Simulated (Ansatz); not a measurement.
Ag:
```cif
data_Ag8
_chemical_formula_sum 'Ag8'
_space_group_name_H-M_alt 'Fd-3m :1'
_space_group_IT_number 227
_space_group_name_Hall 'F 4d 2 3 -1d'
_cell_length_a 6.04018
_cell_length_b 6.04018
_cell_length_c 6.04018
_cell_angle_alpha 90.000
_cell_angle_beta 90.000
_cell_angle_gamma 90.000
loop_
_atom_site_label
_atom_site_type_symbol
_atom_site_symmetry_multiplicity
_atom_site_Wyckoff_symbol
_atom_site_fract_x
_atom_site_fract_y
_atom_site_fract_z
_atom_site_occupancy
Ag1 Ag 8 b 0.50000 0.50000 0.50000 1
```
(The calculation used a cell of 2 atoms; values per cell refer to that cell.)

This is the PBEsol-relaxed structure.

Problem. All from DFT-PBEsol in the program Ansatz with PAW potentials, unless another level is named. Estimate the bulk modulus (Birch–Murnaghan fit).

Solution. 41.6 GPa.

Problem. Give the highest zone-centre frequency.

Solution. 167 cm^-1.

Problem. Next, the elastic constants (relaxed ions, GPa)?

Solution. C11 = 33.3, C12 = 45.6, C44 = -13.3.

The start of the workflow was typed in or built on a structure type; neither database checked (COD, Materials Project) lists it. It is not the phase usual at ambient conditions (space group No. 225). The PBEsol relaxation kept the symmetry of its start. At this level the phase is mechanically unstable. The run is not spin-polarised. As this level gives no gap, shear constants depend on the k-mesh and smearing (Fermi–Dirac, 0.1 eV here). As this level gives no gap, phonon frequencies hold no LO–TO term and depend on the k-mesh and smearing (Fermi–Dirac, 0.1 eV here).

Potentials: the later of the program's two PAW sets.
